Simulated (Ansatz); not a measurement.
RbCl:
```yaml
crystal:
  lattice:
    - [0.00000, 3.27158, 3.27158]
    - [3.27158, 0.00000, 3.27158]
    - [3.27158, 3.27158, 0.00000]
  atoms:
    - { symbol: Rb, position: [0.00000, 0.00000, 0.00000] }
    - { symbol: Cl, position: [0.50000, 0.50000, 0.50000] }
```

Cartesian axes are those of the cell as given.

### Question
Give the high-frequency dielectric tensor and the Born effective charge tensors of the independent atoms from DFPT, the program Ansatz at the PBEsol level (PAW).

### Answer

ε∞:
```
2.39  0.00  0.00
0.00  2.39  0.00
0.00  0.00  2.39
```
Z* of atom 1 (Rb), rows: field, columns: displacement, in e:
```
1.17  0.00  0.00
0.00  1.17  0.00
0.00  0.00  1.17
```
Z* of atom 2 (Cl), rows: field, columns: displacement, in e:
```
-1.17   0.00   0.00
 0.00  -1.17   0.00
 0.00   0.00  -1.17
```

Static charges for comparison (Bader): Rb1 +0.83, Cl2 -0.83 e. Born charges measure polarisation by displacement and can exceed these by far.

Space group Fm-3m (rock salt). Symmetry was held in the PBEsol relaxation. Spin–orbit coupling is left out wherever it is not named.

Potentials: the later of the program's two PAW sets.
